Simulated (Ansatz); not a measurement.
Single point in Ansatz 0.2.0 with r2SCAN, no spin polarisation. Cutoff 500 eV, PAW datasets, 8×8×8 Γ-centred k mesh, fermi-dirac filling (width 0.1 eV).

Computed maps in the lattice plane spanned by a (left to right, 5.07 Å, 15 points from zero) and b (bottom to top, 5.07 Å, 15 points from zero), 90° apart, at height 0.000 along c. The fields are smooth PAW ones with compensation charges, not the true ones near nuclei.

Valence density. Digits on a logarithmic scale: 0 up to 0.03 e/Å³, each further digit a factor of 1.6, 9 from 1.3 e/Å³ up:
```
996333222233369
764333222233346
333332222223333
333333344333333
333234677643233
222236999963222
222247999974222
222247999974222
222236999963222
333234677643233
333333344333333
333332222223333
764333222233346
996333222233369
997333222233379
```

ELF. Ten even steps from '0' (0.05) to '9' (0.86):
```
341067777776014
210377655677301
003664211246630
667630000003676
777400477400477
776204999940267
775107999970157
775107999970157
776204999940267
777400477400477
667630000003676
003664211246630
210377655677301
341067777776014
132067777776023
```

Q: The cell is Ca3Mg. Which atoms lie within 0.2 Å of this plane, and where (fractions of a and b)?

A: Mg at (0.00, 0.00), Ca at (0.50, 0.50). The whole cell:
```
Mg Ca
1.0
     0.00000    5.06527    0.00000
     5.06527    0.00000    0.00000
     2.53263    2.53263   -4.90752
Mg Ca
1 3
Direct
  0.00000 0.00000 0.00000
  0.50000 0.50000 0.00000
  0.25000 0.75000 0.50000
  0.75000 0.25000 0.50000
```

Origin: a known structure type with other elements, at an estimated volume, so it need not be a known compound. Caveats: many states at the Fermi level without spin polarisation, so a magnetic state may lie lower.
